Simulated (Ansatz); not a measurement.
Ni₇Ge₄:
Space group Imm2 (No. 44); a = 3.866 Å, b = 9.810 Å, c = 6.713 Å, α = 90.00°, β = 90.00°, γ = 90.00°

```json
[
 {"atom": "Ni", "site": "4d", "symmetry": "m..", "x": "0.5000", "y": "0.1224", "z": "0.4937"},
 {"atom": "Ni", "site": "4d", "symmetry": "m..", "x": "0.0000", "y": "0.1246", "z": "0.0029"},
 {"atom": "Ni", "site": "2a", "symmetry": "mm2", "x": "0.0000", "y": "0.0000", "z": "0.6657"},
 {"atom": "Ni", "site": "4d", "symmetry": "m..", "x": "0.0000", "y": "0.2455", "z": "0.3329"},
 {"atom": "Ge", "site": "4d", "symmetry": "m..", "x": "0.0000", "y": "0.2500", "z": "0.6660"},
 {"atom": "Ge", "site": "2a", "symmetry": "mm2", "x": "0.0000", "y": "0.0000", "z": "0.3166"},
 {"atom": "Ge", "site": "2b", "symmetry": "mm2", "x": "0.0000", "y": "0.5000", "z": "0.3611"}
]
```
(The calculation used a cell of 11 atoms; values per cell refer to that cell.)

Relaxed at zero pressure with LDA in the plane-wave PAW code Ansatz.

### Question
The volume is raised by 3 % and shape and atoms relax at that volume. What pressure results, and how do the axes share the change?

### Answer
-5.5 GPa; a 0.9 %, b 1.2 %, c 0.8 %; the energy rises by 6 meV/atom.

### Question
Give the new structure.

### Answer

Space group Imm2 (No. 44); a = 3.9005 Å, b = 9.9326 Å, c = 6.7693 Å, α = β = γ = 90.00°

```tsv
atom	site	symmetry	x	y	z
Ni	4d	m..	0.5000	0.1225	0.4959
Ni	4d	m..	0.0000	0.1247	0.0012
Ni	2a	mm2	0.0000	0.0000	0.6648
Ni	4d	m..	0.0000	0.2427	0.3334
Ge	4d	m..	0.0000	0.2482	0.6667
Ge	2a	mm2	0.0000	0.0000	0.3164
Ge	2b	mm2	0.0000	0.5000	0.3586
```

The phase is kept; no other phase was compared at this pressure.

The first step of the workflow began from a Materials Project structure, measured or hypothetical; the Crystallography Open Database copy checked does not list it. Its standing as an ambient phase is unchecked. The LDA relaxation kept the symmetry of its start; its stability against distortions is not shown here. The run is not spin-polarised.

Potentials: the later of the program's two PAW sets.
